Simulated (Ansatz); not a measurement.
WO3 (ReO3 type, space group No. 221) at seven volumes, plane-wave PAW PBEsol (Ansatz code), scaled uniformly. One row is withheld.

| V (Å³/atom) | P (GPa) |
|---|---|
| 12.477 | 28.78 |
| 12.888 | 17.57 |
| 13.299 | 8.07 |
| 13.711 | 0.00 |
| 14.122 | -6.84 |
| 14.533 | ? |
| 14.945 | -17.53 |

Problem. Fit the shown pressures and predict the withheld one.

Solution. P = (3/2)B₀(x^(7/2) − x^(5/2))[1 + (3/4)(B′ − 4)(x − 1)] with x = (V₀/V)^(2/3). Least squares on the six rows gives V₀ = 13.711 Å³/atom, B₀ = 247 GPa, B′ = 4.49. At V = 14.533, x = 0.9619 and P = -12.62 GPa. The run itself gave -12.63 GPa.

Space group Pm-3m (ReO3 type). The first step of the workflow began from a Materials Project structure, measured or hypothetical; the Crystallography Open Database copy checked does not list it. COD files the formula under space group No. 2, 14, 62, 129, 130, 191, so this cell is another polymorph or a model. Whether it is the stable phase at ambient conditions was not checked. Symmetry was held in the PBEsol relaxation; whether a distortion lowers the energy is not shown. The run is not spin-polarised. No Hubbard U is applied. Scalar-relativistic: spin–orbit coupling is off unless named, which matters more the heavier the elements.

Potentials: the later of the program's two PAW sets.
